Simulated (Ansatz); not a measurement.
An Ansatz input:

```yaml
crystal:
  lattice:
    - [4.1248625367, 0.0, 0.0]
    - [-2.0624312683, 3.5722357439, 0.0]
    - [0.0, 0.0, 8.7913240998]
  atoms:
    - { symbol: Te, position: [1.0, 0.0, 0.0] }
    - { symbol: Te, position: [1.0, 0.0, 0.5] }
    - { symbol: Te, position: [0.3333333333, 0.6666666667, 0.25] }
    - { symbol: Te, position: [0.6666666667, 0.3333333333, 0.75] }
hamiltonian:
  xc: pbesol
  pseudopotentials:
    kind: paw
    azcp:
      Te: "pseudopotentials/Te.paw.azcp"
basis:
  ecutwfc: 420
  fft_grid_basis: typed
kpoints:
  mp_grid: { grid: [10, 10, 4], shift: [0, 0, 0] }
magnetization:
  spin_polarized: false
scf:
  occupations: { method: fermi_dirac, width: 0.1 }
  lower_state_search: "off"
output:
  stress: true
```

Terminal output

```
Warning: the record states the generating functional pbe (its physics header spells it `PBE`), which answers neither for hamiltonian.xc's functional nor for the pbesol family's — results may be inconsistent (PPs are generated against a specific XC)
Engine: ansatz 0.2.0, aarch64-unknown-linux-gnu
Pseudopotentials: kind: paw
Pseudopotential: Te, paw, valence charge 16, recommended cutoff 420 eV (normal) 
Functional definition: PBEsol
  exchange = pbesol_x
  correlation = pbesol_c
Crystal: 4 atoms, lattice volume = 129.540 Å³
Basis set: ecut = 420 eV, 2513 PW (Γ)
Bands: 37, of which v1, the nominal top of the filled ones, is band 32 counted from 1 (31 counted from 0)
Symmetry: 24 space group operations
Space group: P63/mmc (ITA 194), of the structure as read, at distance tolerance 5.1e-5 Å
k-points: 42 of 400
Non-local potential: Te, projectors of the file, l = 0: 2, l = 1: 2, l = 2: 2, l = 3: 2
PAW form: soft (Blöchl's): semilocal exchange-correlation on the pseudo side does not see the compensation charge
PAW frozen core: Te, regenerated for the run's functional, and the local potential with it (the file was generated under x = pbe(κ = 0.804, μ = 0.2195149727645171), c = pbe(β = 0.06672455060314922))
PAW one-centre angular grid: Te, 590 points (default); XC on 64 Gauss nodes
Initial density: superposition of atomic densities (neutral atoms: chi_scale 0, normalization atom), corrected by the library's trained network
Initial wavefunctions: pseudopotential atomic-orbital guess
Functional: x = pbesol(κ = 0.804, μ = 0.12345679012345678), c = pbesol(β = 0.046)
SCF iter   1: F=—  HF=-27605.577046 eV  |F-HF|=—  |Δ(HF+E_count)|=         —  Δρ=2.28e-3  dr2=7.18e-3  ethr=1.77e-3  ⟨swp⟩=7.8  Hψ=6308  notcnv=0
SCF iter   2: F=—  HF=-27605.572142 eV  |F-HF|=—  |Δ(HF+E_count)|=   4.90e-3  Δρ=1.36e-3  dr2=2.39e-3  ethr=1.12e-5  ⟨swp⟩=2.0  Hψ=2394  notcnv=0
SCF iter   3: F=—  HF=-27605.572220 eV  |F-HF|=—  |Δ(HF+E_count)|=   7.76e-5  Δρ=3.23e-4  dr2=1.42e-4  ethr=3.74e-6  ⟨swp⟩=2.0  Hψ=2896  notcnv=0
SCF iter   4: F=—  HF=-27605.572176 eV  |F-HF|=—  |Δ(HF+E_count)|=   4.39e-5  Δρ=1.68e-4  dr2=5.99e-5  ethr=2.22e-7  ⟨swp⟩=2.0  Hψ=2919  notcnv=0
SCF iter   5: F=—  HF=-27605.572171 eV  |F-HF|=—  |Δ(HF+E_count)|=   4.87e-6  Δρ=9.00e-5  dr2=1.44e-5  ethr=9.36e-8  ⟨swp⟩=1.0  Hψ=1554  notcnv=0
SCF iter   6: F=—  HF=-27605.572169 eV  |F-HF|=—  |Δ(HF+E_count)|=   2.73e-6  Δρ=2.98e-5  dr2=1.23e-6  ethr=2.26e-8  ⟨swp⟩=3.0  Hψ=2809  notcnv=0
SCF iter   7: F=-27605.572168 eV  HF=-27605.572168 eV  |F-HF|=3.07e-8  |Δ(HF+E_count)|=   6.13e-7  Δρ=4.44e-6  dr2=3.64e-8  ethr=1.56e-10  ⟨swp⟩=3.8  Hψ=6680  notcnv=0
SCF 1 converged in 7 iterations: F = -27605.572168 eV  dr2 = 3.64e-8
SCF converged after 7 iterations
Free energy (F): -27605.572168 eV
Harris-Foulkes:  -27605.572168 eV  (|F-HF|=3.07e-8)
Internal energy: -27605.484386 eV  (E = F + TS)
E sigma→0 (E₀):  -27605.528277 eV
Entropy (-TS):   -0.087782 eV (-21.945 meV/atom)
Fermi energy:    9.164919 eV
--- Per-component energies (eV) ---
  E_band       = -1029.719976
  E_kinetic    = 719.038592
  E_local      = -4767.446216  (includes V_loc(G=0)·N_el)
  E_nonlocal   = -1232.853668
  E_hartree    = 3091.964633
  E_xc         = -491.778507
  E_vxc        = -414.261361  (∫ρ·V_xc dr)
  E_paw        = -18336.952154  (= ΣΔE_a)
  E_vpaw       = -1518.121960  (= ΣTr[D̂ρ^β])
  E_aug_tail   = -0.000708  (compensation charges beyond the density's cutoff)
  E_ewald      = -6588.955619
  E_core_change = 1.499261  (= ΣΔE_core)
  E_smearing   = -0.087782  (= −TS)
  E_closure    = 0.000000  (closes the sum)
  Σ components = -27605.572168   (vs F -27605.572168, Δ=0.00e0)
--- Stress (GPa, compression-positive) ---
       -2.962576      -0.000000       0.000000
       -0.000000      -2.962576      -0.000000
        0.000000      -0.000000      -5.285408
  P = ⅓ Tr σ = -3.7369 GPa (-37.369 kbar)
```

Command:

```sh
ansatz run input.yaml --threads 2 --pin off --max-ram 5120MiB --backend cpu --events-out ev --progress --plain --runs-dir out
```

On 2 threads of Arm Neoverse N1 (shared host) this took about 8.2 s of wall time and 16 s of CPU time.
